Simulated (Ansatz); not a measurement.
Relaxation of AlIn₂N₃

These are results of Ansatz 0.2.0, DFT PBEsol, scalar-relativistic, plane waves, PAW, not measurements. Run with 420 eV cutoff, 6×6×6 k-mesh, Gaussian smearing of 0.02 eV, no spin polarisation.

What was changed: biaxial strain in the a-b plane, c and atoms relaxed: -1.5 %.

Command:

```bash
ansatz run input.yaml --threads 2 --pin off --max-ram 5120MiB --backend cpu --events-out ev --progress --plain --runs-dir out
```

Input:

```yaml
crystal:
  lattice:
    - [5.0171015387, -2.887337691, 0.0]
    - [5.0171015387, 2.887337691, 0.0]
    - [0.0, 0.0, 5.4940214865]
  atoms:
    - { symbol: Al, position: [0.3407110227, 0.6592889773, 0.9892706513] }
    - { symbol: Al, position: [0.6592889773, 0.3407110227, 0.4892706513] }
    - { symbol: In, position: [0.9884507746, 0.3355278299, 0.9872690535] }
    - { symbol: In, position: [0.6644721701, 0.0115492254, 0.9872690535] }
    - { symbol: In, position: [0.0115492254, 0.6644721701, 0.4872690535] }
    - { symbol: In, position: [0.3355278299, 0.9884507746, 0.4872690535] }
    - { symbol: "N", position: [0.9705347958, 0.3327672717, 0.3848498719] }
    - { symbol: "N", position: [0.6672327283, 0.0294652042, 0.3848498719] }
    - { symbol: "N", position: [0.0294652042, 0.6672327283, 0.8848498719] }
    - { symbol: "N", position: [0.3327672717, 0.9705347958, 0.8848498719] }
    - { symbol: "N", position: [0.3671604716, 0.6328395284, 0.338491498] }
    - { symbol: "N", position: [0.6328395284, 0.3671604716, 0.838491498] }
basis:
  ecutwfc: 420
kpoints:
  mp_grid: { grid: [6, 6, 6] }
hamiltonian:
  xc: pbesol
scf:
  occupations: { method: gaussian, width: 0.02 }
output:
  forces: true
  stress: true
  eigenvalues: true
relax:
  adjacent_minimum: "off"
  f_tol: 0.008
  max_steps: 40
  cell: { stress_tol: 0.015, fix: [a, b, gamma] }
```

F is the free energy. Steps run on the plane waves of an earlier cell, but the last one, and at times one on the way, on a freshly chosen basis, so a repeated geometry can differ a little in energy. The held parts of the cell keep their stress, so P needn't end at zero.

Steps:

| step | F − F(1) (eV) | largest force component (eV/Å) | V (Å³/atom) | P (GPa) |
| --- | --- | --- | --- | --- |
| 1 | 0.0000 | 0.306 | 13.264 | 3.69 |
| 2 | -0.0163 | 0.211 | 13.276 | 3.46 |
| 3 | -0.0231 | 0.037 | 13.280 | 3.34 |
| 4 | -0.0229 | 0.017 | 13.293 | 3.17 |
| 5 | -0.0232 | 0.000 | 13.285 | 3.27 |
| 6 | -0.0240 | 0.000 | 13.285 | 3.28 |

Relaxed structure:

```cif
data_structure
_symmetry_space_group_name_H-M 'P 1'
_symmetry_Int_Tables_number 1
_cell_length_a 5.7886
_cell_length_b 5.7886
_cell_length_c 5.5027
_cell_angle_alpha 90.000
_cell_angle_beta 90.000
_cell_angle_gamma 59.841
_cell_volume 159.42
loop_
_atom_site_label
_atom_site_type_symbol
_atom_site_fract_x
_atom_site_fract_y
_atom_site_fract_z
_atom_site_occupancy
Al1 Al 0.34065 0.65935 0.98987 1
Al2 Al 0.65935 0.34065 0.48987 1
In1 In 0.98770 0.33592 0.99102 1
In2 In 0.66408 0.01230 0.99102 1
In3 In 0.01230 0.66408 0.49102 1
In4 In 0.33592 0.98770 0.49102 1
N1 N 0.97112 0.33244 0.38248 1
N2 N 0.66756 0.02888 0.38248 1
N3 N 0.02888 0.66756 0.88248 1
N4 N 0.33244 0.97112 0.88248 1
N5 N 0.36736 0.63264 0.33512 1
N6 N 0.63264 0.36736 0.83512 1
```

Symmetry: Cmc2_1, No. 36, orthorhombic system. The conventional cell has a = 10.034 Å, b = 5.775 Å, c = 5.503 Å, α = 90.00°, β = 90.00°, γ = 90.00°. Al (site symmetry m) has 4 N at 1.88 to 1.91 Å as nearest neighbours. Around In (site symmetry 1) lie 4 N at 2.14 to 2.16 Å. Around N (site symmetry 1) lie 1 Al at 1.88 Å and 3 In at 2.14 to 2.16 Å. N (site symmetry m) has 2 Al at 1.89 to 1.91 Å and 2 In at 2.15 Å as nearest neighbours.

The run converged. The run took 2.5 min on 2 threads of Arm Neoverse V2, on a shared host, peak memory 0.63 GiB.